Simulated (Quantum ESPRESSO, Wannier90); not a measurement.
## Wannier functions of ZnS (wurtzite)

```xyz
4
Lattice="3.8058 0.0000 0.0000 -1.9029 3.2959 0.0000 0.0000 0.0000 6.2380" Properties=species:S:1:pos:R:3 pbc="T T T"
Zn     1.9029    -1.0986     0.0009
Zn    -1.9029     1.0986    -3.1181
S      1.9029    -1.0986     2.3384
S     -1.9029     1.0986    -0.7806
```

Materials Project entry mp-560588; symmetrised, unrelaxed at this level. COD (Crystallography Open Database) has the formula in 4 space groups, this one among them (matched by group alone). Method: PBEsol plane waves in Quantum ESPRESSO 7.5 (PseudoDojo norm-conserving files, 68 Ry, no spin polarisation, no spin-orbit coupling), Bloch states on a 6×6×4 mesh through Γ, Wannier90 4.0.1. Density: 12×12×6 mesh, cold smearing 0.01 Ry.

Functional, cutoff and mesh named above are those of the base row (PBEsol); the first column says what each row takes instead. Model: 26 functions from bands 9-48, start hydrogen-like Zn: s;p;d; S: s;p, disentangled but not localised (num_iter = 0), frozen window tied to the conduction edge or Fermi level of each row, as listed, which moves Ω_I and hoppings a little by itself. Energies are relative to the valence-band maximum; the misfit is to pw.x on a path, for states up to 3.1 eV relative to the valence-band maximum. The functional changes, each with its own PseudoDojo files and their cutoffs, on the same cell. The disentangled Ω_I can sit in another minimum from row to row.

| functional | frozen to (eV) | Ω_I (Å²) | rms misfit (meV) | gap (eV) | bottom of band 9 (eV) | on-site Zn1 pz minus Zn1 s (eV) | hopping modulus S3 pz – Zn1 pz, R = 0 0 0 (eV) | hopping modulus S3 s – Zn1 pz, R = 0 0 0 (eV) | hopping modulus S3 s – Zn1 s, R = 0 0 0 (eV) | hopping modulus S3 s – Zn1 dz2, R = 0 0 0 (eV) |
|---|---|---|---|---|---|---|---|---|---|---|
| LDA | 3.46 | 20.87 | 3.8 | 1.96 | -13.21 | 5.06 | 2.957 | 2.435 | 1.441 | 0.809 |
| PBE | 3.72 | 20.93 | 3.7 | 2.22 | -13.22 | 5.03 | 2.973 | 2.461 | 1.449 | 0.823 |
| PBEsol | 3.58 | 21.02 | 3.9 | 2.08 | -13.23 | 4.99 | 2.963 | 2.450 | 1.450 | 0.821 |
